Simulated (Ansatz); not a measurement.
Polymorphs of YAl₃

3 relaxations of YAl3 ended in 3 distinct structures. Level of theory: PBEsol (plane waves to 420 eV, PAW, scalar-relativistic; Ansatz, a program for electronic structure).

| # | space group | Pearson | type | E − E(lowest) (eV/atom) | V (Å³/atom) | runs ending here |
|---|---|---|---|---|---|---|
| 1 | R-3m | hR12 | – | 0.00 | 18.99 | 1 |
| 2 | P6₃/mmc | hP8 | – | 0.00 | 19.16 | 1 |
| 3 | P-3m1 | hP8 | – | 0.54 | 20.49 | 1 |

All are gapless at this level. R-3m, hR12 is the lowest of the structures calculated here, level within the accuracy with P6₃/mmc, hP8.

Space group R-3m, hexagonal axes (No. 166); a = b = 6.123 Å, c = 21.050 Å, α = β = 90.00°, γ = 120.00°

| atom | site | symmetry | x | y | z |
|---|---|---|---|---|---|
| Y | 6c | 3m | 0.0000 | 0.0000 | 0.2185 |
| Y | 3a | -3m | 0.0000 | 0.0000 | 0.0000 |
| Al | 18h | .m | 0.1849 | 0.3698 | 0.1103 |
| Al | 9e | .2/m | 0.0000 | 0.5000 | 0.0000 |
(The calculation used a cell of 12 atoms; values per cell refer to that cell.)

Each run could gain symmetry but not lose that of its start, so entries can be saddle points. From databases, or of a type measured for this composition: R-3m, hR12; P6₃/mmc, hP8; the others are generated cells (placed on structure types, drawn at random, substituted or restacked) that were not matched to a known phase here. Energies are at zero temperature and pressure, without zero-point motion. Each cell has its own k-point mesh; energy differences are given only to the digits this allows. No spin polarisation in the result.
